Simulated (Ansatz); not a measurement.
The start is a generated cell, Zr built in the omega structure type. The cell and all atomic positions are relaxed at zero pressure with r2SCAN (plane waves to 500 eV, PAW, scalar-relativistic; Ansatz, an electronic-structure program). The first steps use a coarse 8×8×11 k-mesh.

The start:
```
CELL_PARAMETERS angstrom
      5.07961     0.00000     0.00000
     -2.53981     4.39907     0.00000
      0.00000     0.00000     3.08950
ATOMIC_POSITIONS crystal
  Zr 0.00000 0.00000 0.00000
  Zr 0.33333 0.66667 0.50000
  Zr 0.66667 0.33333 0.50000
```

Outcome: The space group stays P6/mmm (No. 191) (the run could not lower it), with 3 atoms in the primitive cell
Energy released: 0.01 eV/atom
Volume change: +0.6 %, from 23.01 to 23.14 Å³/atom
Shortest distances (start → end): The closest pairs of elements (up to four, under 3.6 Å), start → end: Zr–Zr 2.93 → 2.91 Å
Band gap at the end: no gap (metallic)
Optimiser moves: 6

Final values are on a 11×11×15 k-mesh of the relaxed cell. No spin polarisation in the result.

The run could not lose the symmetry of its start, so the end can be a saddle point.

All atoms sit on sites fixed by symmetry, so only the cell could relax.

The relaxed structure here is a generated cell of Zr: the first start was made by placing the elements on the sites of a structure type, and the end was not matched to a known phase here, so it may be hypothetical. Known forms of Zr include space group No. 194.
